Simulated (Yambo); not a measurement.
G0W0@LDA for Rb2NaYF6 (space group Fm-3m, No. 225) in Yambo. Reference settings: 2×2×2 Γ-centred k mesh, bands 2 to 272 and a 7 Ry block in the screening, 272 bands in G with the Bruneval-Gonze terminator, plasmon pole fitted at 27.2 eV. The LDA gap Γ → Γ on this mesh is 6.10 eV; G0W0 gaps are taken between the same points.

Gap (Γ → Γ) in eV against the number of bands and the screening block, terminator on:

```json
[
 {"bands (W and G)": "74", "2 Ry": "11.625", "3 Ry": "11.096", "4 Ry": "10.928", "6 Ry": "10.725", "7 Ry": "10.692"},
 {"bands (W and G)": "107", "2 Ry": "11.183", "3 Ry": "10.684", "4 Ry": "10.530", "6 Ry": "10.363", "7 Ry": "10.339"},
 {"bands (W and G)": "156", "2 Ry": "10.965", "3 Ry": "10.471", "4 Ry": "10.330", "6 Ry": "10.187", "7 Ry": "10.173"},
 {"bands (W and G)": "214", "2 Ry": "10.890", "3 Ry": "10.380", "4 Ry": "10.248", "6 Ry": "10.131", "7 Ry": "10.117"},
 {"bands (W and G)": "272", "2 Ry": "10.870", "3 Ry": "10.343", "4 Ry": "10.210", "6 Ry": "10.104", "7 Ry": "10.097"}
]
```

Rough cost of the Yambo step against the reference (shared machines):

| bands (W and G) | 2 Ry | 3 Ry | 4 Ry | 6 Ry | 7 Ry |
|---|---|---|---|---|---|
| 74 | 1/6 | 1/6 | 1/5 | 1/5 | 1/5 |
| 107 | 1/4 | 1/3 | 1/3 | 1/3 | 1/3 |
| 156 | 1/2 | 1/2 | 1/2 | 1/2 | ~1 |
| 214 | ~1 | ~1 | ~1 | ~1 | ~1 |
| 272 | ~1 | ~1 | ~1 | ~1 | 1 |

At the largest block the last step in bands moves the gap by -0.020 eV; at the most bands the last step in the block moves it by -0.007 eV.

Geometry of the Materials Project entry, not relaxed at this level; primitive cell a = b = c = 6.383 Å, α = β = γ = 60.00°.
